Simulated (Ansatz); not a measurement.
All numbers below come from DFT PBE, scalar-relativistic, plane waves, PAW (Ansatz). Cutoff 420 eV, Γ-centred 12×12×4 mesh (6-atom cell), Gaussian smearing of 0.10 eV, no spin polarisation.

Formation energies are uncorrected and count from the elements' standard states at the same level.

**Question.** Suggest a trial structure for a trigonal metal that holds Ba and 2 more elements, with a formation energy near −1.66 eV/atom and about 37 Å³ per atom, in a cell of 6 atoms. Its symmetry should be P-3m1 (No. 164).

**Answer.** Ba3SbS2, space group P-3m1 (No. 164). Ba on a site of symmetry 3m has 3 S at 3.21 Å and 3 Sb at 3.56 Å; around Ba on a site of symmetry -3m lie 6 S at 3.22 Å; around Sb lie 6 Ba at 3.56 Å; S has 6 Ba at 3.21–3.22 Å.

```cif
data_structure
_symmetry_space_group_name_H-M 'P-3m1'
_symmetry_Int_Tables_number 164
_cell_length_a 4.5599
_cell_length_b 4.5599
_cell_length_c 12.1801
_cell_angle_alpha 90.000
_cell_angle_beta 90.000
_cell_angle_gamma 120.000
_cell_volume 219.33
loop_
_atom_site_label
_atom_site_type_symbol
_atom_site_symmetry_multiplicity
_atom_site_Wyckoff_symbol
_atom_site_fract_x
_atom_site_fract_y
_atom_site_fract_z
_atom_site_occupancy
Ba1 Ba 2 d 0.33333 0.66667 0.80316 1
Ba2 Ba 1 b 0.00000 0.00000 0.50000 1
Sb1 Sb 1 a 0.00000 0.00000 0.00000 1
S1 S 2 d 0.33333 0.66667 0.34785 1
```

* Volume per atom: 36.56 Å³
* Density: 4.53 g/cm³
* Formation energy: −1.66 eV/atom
* Gap on the 12×12×4 mesh of the 6-atom cell: 0 eV (a metal)

It was reached by relaxing an invented guess, and it needn't be the stable form of this composition. The answer needn't be unique; the calculation gave this one.

Spin–orbit coupling, which can matter for Sb, is left out. An odd number of electrons in the primitive cell allows no gap without spin; a larger cell or a magnetic state could open one. The reference form of S is held partly by dispersion forces, which this level lacks. Symmetry constrained the relaxation, so the result can be a saddle point.
